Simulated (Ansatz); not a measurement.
Mo:
```yaml
crystal:
  lattice:
    - [4.65660, 0.00000, 0.00000]
    - [-2.32830, 4.03273, 0.00000]
    - [0.00000, 0.00000, 2.54565]
  atoms:
    - { symbol: Mo, position: [0.00000, 0.00000, 0.00000] }
    - { symbol: Mo, position: [0.66667, 0.33333, 0.50000] }
    - { symbol: Mo, position: [0.33333, 0.66667, 0.50000] }
```

Relaxed with r²SCAN.

### Question
Map the electron localisation function on the plane through (0.000, 0.000, 0.000) spanned by u = [0, 0, 1] and v = [1, -1, 0] in lattice vectors, from r²SCAN in the plane-wave PAW code Ansatz.

### Answer
x is the fraction of u, y of v (the angle between them is 90°; rows are the nearest grid lines); atoms in the plane: Mo at (0.00, 0.00), Mo at (0.50, 0.67), Mo at (0.50, 0.33).
```
|:=#@@#=:::=#@@#=:|
|@@@%#=:::::=#%@@@|
|@@%*-..:::..-*%@@|
|..    :-=-:    ..|
|---::.......::---|
|=-.  .:===:.  .-=|
|-:  :+#%@%#+:  :-|
|::-*%@@###@@%*-::|
|::=#@@%+-+%@@#=::|
|:. :=#%@@@%#=: .:|
|:.  .-+#%#+-.  .:|
|--:.  .....  .:--|
|--:.  .....  .:--|
|:.  .-+#%#+-.  .:|
|:. :=#%@@@%#=: .:|
|::=#@@%+-+%@@#=::|
|::-*%@@###@@%*-::|
|-:  :+#%@%#+:  :-|
|=-.  .:===:.  .-=|
|---::.......::---|
|..    :-=-:    ..|
|@@%*-..:::..-*%@@|
|@@@%#=:::::=#%@@@|
|:=#@@#=:::=#@@#=:|
```
Scale: ten equal steps from 0.174 (start of ' ') to 0.736 (end of '@'), in the order ' .:-=+*#%@'; x runs from 0.000 to 1.00, y from 0.000 (bottom) to 1.00 (top).

The density is the valence pseudo-density with augmentation charge, so density and ELF within about 1 Å of a nucleus are not all-electron values.

Space group P6/mmm. The start of the workflow was typed in or built on a structure type; neither database checked (COD, Materials Project) lists it. It is not the phase usual at ambient conditions (space group No. 229). The r²SCAN relaxation kept the symmetry of its start. At this level the phase is mechanically unstable. No spin polarisation was allowed.

Potentials: the earlier of the program's two PAW sets.
